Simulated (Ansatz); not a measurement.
Input:

Relaxed AlN (zinc blende):

```
AlN
1.0
    0.00000     4.40253     4.40253
    2.20127     2.20127     4.40253
    2.20127     2.20127     0.00000
N Al
2 2
Direct
  0.00000   0.75000   0.75000
  0.50000   0.75000   0.75000
  0.00000   0.00000   0.00000
  0.50000   0.00000   0.00000
```

A phonon eigenvector at X = (0.5, 0.5, 0.0) is frozen into this cell: atom i moves by Q times the vector below, so Q is the largest atomic displacement, in Å. The cell is held. (q is in reciprocal vectors of the primitive cell; the cell shown is doubled to hold the pattern.)

```
atom      x      y       z
----  -----  -----  ------
N1    0.000  0.000   1.000
N2    0.000  0.000  -1.000
```

Atoms not listed stay in place.

All values below come from PBE (plane waves to 420 eV, PAW, scalar-relativistic; Ansatz, a first-principles code). k mesh 13×13×13 (Γ-centred), Fermi-Dirac smearing 0.05 eV. E stands for the smeared free energy. AlN was relaxed with its symmetry unable to fall. The PAW data are Ansatz's earlier set. The zero of ΔE is the undisplaced structure.

The scan covers Q from -0.180 to 0.180 Å in 13 points.

Q: Which space group does the distorted structure have?

A: P-4m2 (No. 115), lowered from F-43m.

Q: Is this a single well or a double well?

A: A single well with its minimum at or next to zero displacement.

Q: What is the energy change at Q = 0.180 Å?

A: 798 meV/cell.

Q: What harmonic wavenumber does the curvature at Q = 0 give?

A: 695 cm⁻¹.

(For displaced atoms, the force is minus the slope of the energy, and its curvature is a force constant, which sets phonon frequencies.)
